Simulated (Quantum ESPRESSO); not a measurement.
# Convergence of NMR parameters in MgI$_{2}$

```yaml
crystal:
  lattice:
    - [4.19568, 0.00000, 0.00000]
    - [-2.09784, 3.63357, 0.00000]
    - [0.00000, 0.00000, 7.10573]
  atoms:
    - { symbol: Mg, position: [0.00000, 0.00000, 0.00000] }
    - { symbol: I, position: [0.33333, 0.66667, 0.23408] }
    - { symbol: I, position: [0.66667, 0.33333, 0.76592] }
```
The geometry is a computed Materials Project entry, not a measured one. It is MgI2 in P-3m1; whether this form has been observed was not checked. Stability against distortions was not tested. The layers lie 3.8 Å apart; this gap hangs on dispersion, and neither it nor the stacking was checked against the measured crystal.

Method: σ by PBE GIPAW on JTH datasets (Quantum ESPRESSO, modified build). The cutoff rises from row to row, with the meshes as listed. Costs are rough, from a shared machine. Shieldings are absolute and leave out the bulk-susceptibility term; a larger σ means a smaller chemical shift. Spin–orbit coupling is left out; its weight grows with the heaviest atom, I here. No d partial waves on Mg, I: the paramagnetic term there is incompletely reconstructed.

| setting | cutoff (Ha) | k-mesh | σ_iso Mg (ppm) | σ_iso I (ppm) | f-sum rule missed by (%) | rough cost ratio |
|---|---|---|---|---|---|---|
| A | 10 | 4×4×2 shifted | 533.1 | 3928.1 | 0.73 | about 1 |
| B | 20 | 7×7×4 shifted | 552.9 | 3843.5 | 0.02 | 10 |
| C | 30 | 10×10×6 shifted | 551.6 | 3837.7 | 0.00 | 80 |

Largest change from the last row but one to the last: σ_iso I (ppm) by -5.8.
